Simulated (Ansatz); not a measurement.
ZrO₂ (tetragonal-ZrO2 type, space group P4_2/nmc)

```xyz
6
Lattice="3.6208 0.0000 0.0000 0.0000 3.6208 0.0000 0.0000 0.0000 5.2843" Properties=species:S:1:pos:R:3 pbc="T T T"
Zr     0.0000     0.0000     0.0000
Zr     1.8104     1.8104     2.6421
O      0.0000     1.8104     1.0173
O      0.0000     1.8104     3.6594
O      1.8104     0.0000     1.6248
O      1.8104     0.0000     4.2670
```

The relaxed cell is deformed in two ways at once: its volume V is scaled, and at that volume it is stretched along z (the c axis of the conventional cell) so that c/a changes. Fractional atomic positions are held.

All values below come from PBE (plane waves to 420 eV, PAW, scalar-relativistic; Ansatz, a first-principles code). k mesh 9×9×6 (Γ-centred), Fermi-Dirac smearing 0.05 eV. Compression counts positive. As the atoms are clamped, bonds stretch with the cell, which overstates energies and stresses. The PAW data are Ansatz's earlier set. This is a high-temperature form of ZrO2. ZrO2 is run without spin polarisation. ZrO2 was relaxed with its symmetry unable to fall.

Changes of σzz − σxx (GPa) from the point V/V₀ = 1.000, (c/a)/(c/a)₀ = 1.000 when one coordinate moves alone (two changes are said to add if the coupling is within 5 % of the smaller one, nearly so within 20 %):

```json
[
 {"point": "V/V₀ = 1.000, (c/a)/(c/a)₀ = 0.880", "change": "42.05"},
 {"point": "V/V₀ = 1.000, (c/a)/(c/a)₀ = 0.940", "change": "19.54"},
 {"point": "V/V₀ = 0.920, (c/a)/(c/a)₀ = 1.000", "change": "-3.43"},
 {"point": "V/V₀ = 0.960, (c/a)/(c/a)₀ = 1.000", "change": "-1.56"},
 {"point": "V/V₀ = 1.040, (c/a)/(c/a)₀ = 1.000", "change": "1.29"},
 {"point": "V/V₀ = 1.080, (c/a)/(c/a)₀ = 1.000", "change": "2.37"},
 {"point": "V/V₀ = 1.000, (c/a)/(c/a)₀ = 1.060", "change": "-17.07"},
 {"point": "V/V₀ = 1.000, (c/a)/(c/a)₀ = 1.120", "change": "-31.94"}
]
```

**Question.** What is the change at V/V₀ = 1.080, (c/a)/(c/a)₀ = 1.060, where both move, and how far is it from the sum?

**Answer.** The sum of the single changes is 2.37 + (-17.07) = -14.70; the calculation gives -13.13, so the coupling contributes 1.57 (over 20 % of the smaller single change, not additive).

**Question.** What is the change at V/V₀ = 1.040, (c/a)/(c/a)₀ = 0.940, where both move, and how far is it from the sum?

**Answer.** The sum of the single changes is 1.29 + (19.54) = 20.83; the calculation gives 19.77, so the coupling contributes -1.06 (over 20 % of the smaller single change, not additive).

**Question.** What is the change at V/V₀ = 0.960, (c/a)/(c/a)₀ = 1.120, where both move, and how far is it from the sum?

**Answer.** The sum of the single changes is -1.56 + (-31.94) = -33.50; the calculation gives -34.98, so the coupling contributes -1.48 (over 20 % of the smaller single change, not additive).

(Under strain, the slope of the energy per volume gives the stress and its curvature an elastic modulus.)
